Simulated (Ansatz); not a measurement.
**AlN (P6_3mc) as a strained film**

```
CELL_PARAMETERS angstrom
3.10670 0.00000 0.00000
-1.55335 2.69048 0.00000
0.00000 0.00000 4.97852
ATOMIC_POSITIONS crystal
Al 0.33333 0.66667 0.99920
Al 0.66667 0.33333 0.49920
N 0.33333 0.66667 0.38080
N 0.66667 0.33333 0.88080
```

This cell was relaxed by PAW under r²SCAN. A film on a (0001) substrate is mimicked by stretching x and y by ε∥; the length along z and the atoms then relax by PAW (default files of Ansatz 0.2.0, cutoff 500 eV, stress met within about 0.05 GPa). Stress and levels come from r²SCAN, PAW on Ansatz 0.2.0's default frozen-core files (fitted under PBE), scalar-relativistic; k mesh 8×8×4, fixed occupations, cutoff 500 eV. Conduction levels are in eV over the valence top, at fixed fractional wave vectors («min» is a refined band extremum of the unstrained crystal off the named points).

```csv
ε∥ (%),ε⊥ (%),"σ∥ (GPa, tension positive)",Γ,min (oblique),L (oblique),M ⊥ z,2nd valence level at Γ,3rd
-2.0,1.048,-10.61,5.248,5.720,6.123,6.414,0.000,-0.059
-1.0,0.526,-5.11,5.095,5.707,6.091,6.463,-0.089,-0.089
-0.5,0.276,-2.49,4.987,5.671,6.045,6.458,-0.156,-0.156
0.0,0.000,-0.01,4.880,5.635,6.000,6.454,-0.223,-0.223
0.5,-0.282,2.39,4.773,5.600,5.954,6.452,-0.287,-0.287
1.0,?,?,?,?,?,?,?,?
2.0,-1.145,9.01,4.455,5.494,5.819,6.134,-0.460,-0.460
```

The last two columns are counted from the highest valence level at Γ.

Question: How does the film contract along z, and how stiff is it in the plane?

Answer: Quadratic fits through the 6 rows shown have slopes dε⊥/dε∥ = -0.548 and dσ∥/dε∥ = 490.3 GPa at zero strain. Elasticity asks −2C13/C33 = -0.546 and C11 + C12 − 2C13²/C33 = 489.5 GPa, from PAW constants C11 = 408.6, C12 = 138.3, C13 = 105.1, C33 = 384.6 GPa. At the level of the σ∥ column the films keep up to 0.03 GPa along z against the unstrained cell; this and the cubic term, which a quadratic fit over ±2 % leaves out, limit the agreement.

Question: Fill the row at ε∥ = 1.0 %.

Answer: The fits give ε⊥ = -0.562 % and σ∥ = 4.70 GPa. Computed: ε⊥ (%) = -0.554, σ∥ (GPa, tension positive) = 4.70, Γ = 4.666, min (oblique) = 5.564, L (oblique) = 5.908, M ⊥ z = 6.350, 2nd valence level at Γ = -0.347, 3rd = -0.347. Another valence state can take the top inside this range (see the last two columns), which bends the levels.

Question: What is the slope of the gap under small compression and under small tension?

Answer: dE_g/dε∥ is -214 meV per % on the compressed side and -213 on the stretched side, so the gap rises under compression and falls under tension. The lowest conduction level stays at Γ.

Keep in mind: frozen-core PAW files fitted under PBE, their cores solved anew for the functional of the run; semilocal gaps are low, and the spacing of valleys can be off by tenths of an eV; levels are read at fixed fractional k, so an edge that moves off these points is missed.
